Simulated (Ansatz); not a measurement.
Bulk crystal (AlNi) after relaxation:

```yaml
crystal:
  lattice:
    - [2.86217, 0.00000, 0.00000]
    - [0.00000, 2.86217, 0.00000]
    - [0.00000, 0.00000, 2.86217]
  atoms:
    - { symbol: Al, position: [0.00000, 0.00000, 0.00000] }
    - { symbol: Ni, position: [0.50000, 0.50000, 0.50000] }
```

Miller indices refer to the conventional cell of Pm-3m (No. 221), a = 2.862 Å, b = 2.862 Å, c = 2.862 Å, α = 90.00°, β = 90.00°, γ = 90.00°.

Consider the (110) slab of 6 planes, 10.1 Å thick with 15 Å of vacuum as cut; outer planes AlNi (top) and AlNi (bottom), all atoms relaxed.

Theory: Ansatz, DFT PBEsol, scalar-relativistic, plane waves, PAW. Cutoff 420 eV; k points 12×9×1 on the computed 12-atom cell (Γ-centred); Gaussian smearing, width 0.10 eV; no spin polarisation. A dipole correction removes the field between periodic images along c.

Q: Estimate the surface energy (mean of both faces).

A: 1.81 J/m².

Q: Estimate the work function.

A: 4.82 eV.

Q: The top two planes lie 2.024 Å apart in the bulk. How does relaxation change this?

A: The spacing becomes 2.018 Å (-0.3 %), and the top plane rumples by 0.191 Å.